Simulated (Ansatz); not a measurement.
An Ansatz (a quantum-chemistry and plane-wave program) run. Input:

Ansatz 0.2 input:
```yaml
crystal:
  lattice:
    - [2.7173877007, 0.0, 0.0]
    - [-1.3586938503, 2.3533267807, 0.0]
    - [0.0, 0.0, 5.2603356443]
  atoms:
    - { symbol: V, position: [0.0, 0.0, 0.0] }
    - { symbol: V, position: [0.0, 0.0, 0.5] }
    - { symbol: N, position: [0.6666666667, 0.3333333333, 0.75] }
    - { symbol: N, position: [0.3333333333, 0.6666666667, 0.25] }
kpoints:
  mp_grid: { grid: [17, 17, 8] }
basis: { xc_grid: 2, fft_grid_basis: typed }
hamiltonian:
  xc: pbesol
  pseudopotentials: { kind: paw }
scf:
  occupations: { method: gaussian, width: 0.05 }
checkpoint: { read: metal.run }
output: { write_density: true, elf: true, volumetric_format: npy }
```

Output (shortened):

```
Pseudopotentials: kind: paw
Pseudopotential: V, paw, valence charge 13
Pseudopotential: N, paw, valence charge 5
Functional definition: PBEsol
Crystal: 4 atoms, lattice volume = 33.639 Å³
Basis set: ecut = 420 eV, 659 PW (Γ), exchange–correlation on 40×40×72 points (8 copies of the dense FFT grid, shifted against one another)
Bands: 26, of which v1, the nominal top of the filled ones, is band 18 counted from 1 (17 counted from 0)
Symmetry: 24 space group operations
Space group: P63/mmc (ITA 194), of the structure as read, at distance tolerance 3.2e-5 Å
k-points: 165 of 2312
PAW frozen core: V, regenerated for the run's functional, and the local potential with it
PAW frozen core: N, regenerated for the run's functional, and the local potential with it
Initial density: read from a saved state, or passed on in memory by an earlier SCF of this step, an earlier step, the calling program or the single point that …
Stability of the state it starts from, as read at its close in the unpolarized treatment …
Initial wavefunctions: pseudopotential atomic-orbital guess
Eigensolver: davidson
Functional: x = pbesol(κ = 0.804, μ = 0.12345679012345678), c = pbesol(β = 0.046)
iter 1 solved again at ethr=2.08e-8 eV; its pass at ethr=3.10e-3 eV (dr2=7.50e-6 eV) is discarded
SCF iter   1: F=—  HF=-6532.555421 eV  |F-HF|=—  |Δ(HF+E_count)|=         —  Δρ=2.48e-7  dr2=2.02e-11  ethr=2.08e-8  ⟨swp⟩=3.0  Hψ=26418  notcnv=0
all-band conjugate gradients solve this SCF's bands
preconditioner: auto → Kerker (q_TF=auto, 2.759 Å⁻¹)
SCF iter   2: F=-6532.555421 eV  HF=-6532.555421 eV  |F-HF|=5.46e-12  |Δ(HF+E_count)|=   3.41e-9  Δρ=1.94e-7  dr2=1.17e-11  ethr=1.00e-12  ⟨swp⟩=4.9  Hψ=13711  notcnv=0
SCF 1 converged in 2 iterations: F = -6532.555421 eV  dr2 = 1.17e-11
SCF converged after 2 iterations
Free energy (F): -6532.555421 eV
Harris-Foulkes:  -6532.555421 eV  (|F-HF|=5.46e-12)
Internal energy: -6532.552206 eV  (E = F + TS)
E sigma→0 (E₀):  -6532.553814 eV
Entropy (-TS):   -0.003215 eV (-0.804 meV/atom)
Fermi energy:    18.319352 eV
--- Per-component energies (eV) ---
  E_band       = -184.965810
  E_kinetic    = 941.412623
  E_local      = -1868.437538  (includes V_loc(G=0)·N_el)
  E_nonlocal   = -0.868240
  E_hartree    = 830.409022
  E_xc         = -381.821997
  E_vxc        = -486.952214  (∫ρ·V_xc dr)
  E_paw        = -2416.407874  (= ΣΔE_a)
  E_vpaw       = -430.939131  (= ΣTr[D̂ρ^β])
  E_aug_tail   = 0.000676  (compensation charges beyond the density's cutoff)
  E_ewald      = -3637.194434
  E_core_change = 0.355556  (= ΣΔE_core)
  E_smearing   = -0.003215  (= −TS)
  E_closure    =  0.000000  (closes the sum)
  Σ components = -6532.555421   (vs F -6532.555421, Δ=0.00e0)
  [band-id]    e_kinetic+e_local+e_nonlocal+2·e_hartree+e_vxc+e_vpaw+e_augmentation_tail = -184.965779   (vs E_band -184.965810, Δ=3.05e-5)
--- Band table (eV; the first three rows and the last of 165) ---
  k-point 0: bands = ["-46.1271", "-46.0417", "-20.4840", "-19.7849", "-19.7580", "-19.7580", "-19.6960", "-19.6960", "0.9032", "3.1780", "10.0163", "13.9430", "13.9430", "15.2581", "15.8725", "17.4857", "17.4857", "17.8998", "17.8998", "18.2633", "18.2633", "20.1306", "20.1306", "20.6451", "23.3900", "23.3900"]
  k-point 1: bands = ["-46.1239", "-46.0449", "-20.4584", "-19.8126", "-19.7556", "-19.7556", "-19.6984", "-19.6984", "0.9728", "3.0613", "10.1930", "14.0107", "14.0107", "14.7577", "16.3181", "16.9123", "16.9123", "18.3020", "18.3020", "18.4118", "18.4118", "20.1835", "20.1835", "20.4475", "23.2697", "23.2697"]
  k-point 2: bands = ["-46.1147", "-46.0543", "-20.3852", "-19.8911", "-19.7489", "-19.7489", "-19.7051", "-19.7051", "1.1756", "2.7512", "10.6814", "13.9705", "14.2121", "14.2121", "16.2025", "16.2025", "16.9707", "18.4126", "18.4126", "18.8330", "18.8330", "19.9228", "20.4542", "20.4542", "22.9229", "22.9229"]
  k-point 164: bands = ["-45.9602", "-45.9602", "-20.2336", "-20.2336", "-20.1475", "-20.1475", "-19.9766", "-19.9766", "3.6736", "3.6736", "11.5087", "11.5087", "12.7571", "12.7571", "13.2333", "13.2333", "17.9390", "17.9390", "20.1405", "20.1405", "20.6264", "20.6264", "20.9850", "20.9850", "24.1152", "24.1152"]
  band table: 26 of 26 bands, residual norms ≤ 1.0e-3 eV
```

Cost: roughly 4 core-seconds on shared cores.

Space group P6_3/mmc (NiAs type). The first step of the workflow began from a Materials Project structure, measured or hypothetical; the Crystallography Open Database copy checked does not list it. It is not the phase usual at ambient conditions (space group No. 225). Symmetry was held in the PBEsol relaxation; its stability against distortions is not shown here. The run is not spin-polarised.

Potentials: the later of the program's two PAW sets.

Ansatz is a plane-wave DFT program.
